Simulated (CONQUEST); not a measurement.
A self-consistent single point of CsPbBr₃ (Pm-3m, 5 atoms in the cell; from Materials Project mp-600089, changed as shown).

```xyz
5
Lattice="5.9684 0.0000 0.0000 0.0000 5.9684 0.0000 0.0000 0.0000 5.9684" Properties=species:S:1:pos:R:3 pbc="T T T"
Cs     0.0000     0.0000     0.0000
Pb     2.9842     2.9842     2.9842
Br     2.9842     2.9842     0.0000
Br     0.0000     2.9842     2.9842
Br     2.9842     0.0000     2.9842
```

Method: PBE, numerical atomic orbitals double-zeta with polarisation (the shipped basis), PseudoDojo norm-conserving potentials made for PBE (CONQUEST).

CONQUEST settings:

```
key                                             value
---------------------  ------------------------------
basis                                             DZP
Diag.MPMeshX, Y, Z                              6 6 6
potentials             PseudoDojo norm-conserving PBE
Grid.GridCutoff                                140 Ha
DM.SolutionMethod                              diagon
Diag.kT                                     0.0001 Ha
Diag.GammaCentred                                true
minE.SCTolerance                              1.0e-06
SC.MaxIters                                       100
SC.LinearMixingFactor                             0.5
AtomMove.TypeOfRun                             static
```

Results:

```
Item                                                     Result
------------------------------------------------  -------------
Number of valence electrons                                  44
Number of bands                                              71
Number of k-points after the program's reduction            154
Size of the basis                                            71
Number of SCF iterations                                      7
FFT grid                                           64 × 64 × 64
Free energy E − TS                                -3841.1414 eV
Top of the valence band (on the code's own zero)       -5.45 eV
Gap on the k-point mesh                                 1.74 eV
Pressure                                               0.46 GPa
```

Stress (GPa, positive for compression):
```
0.46  0.00  0.00
0.00  0.46  0.00
0.00  0.00  0.46
```

Gaps are taken between levels on the mesh.

For comparison: a first run was changed to give this one (volume scaled by 1.01), and from it to this one the free energy drops by 1.2 meV/atom, the pressure goes from 0.68 to 0.46 GPa and the gap on the mesh goes from 1.710 to 1.744 eV.

Spin-orbit coupling is left out, which matters for bands and gaps with elements this heavy. The program uses no crystal symmetry, so grid and mesh can part values that symmetry would make equal. The atom-centred basis is finite, which shifts total energies, pressures and gaps against plane waves. The structure comes from a collection of computed structures, made at another level of theory; the collection holds predicted forms beside known ones.

Cost on one core: about 80 core-seconds (a rough figure).
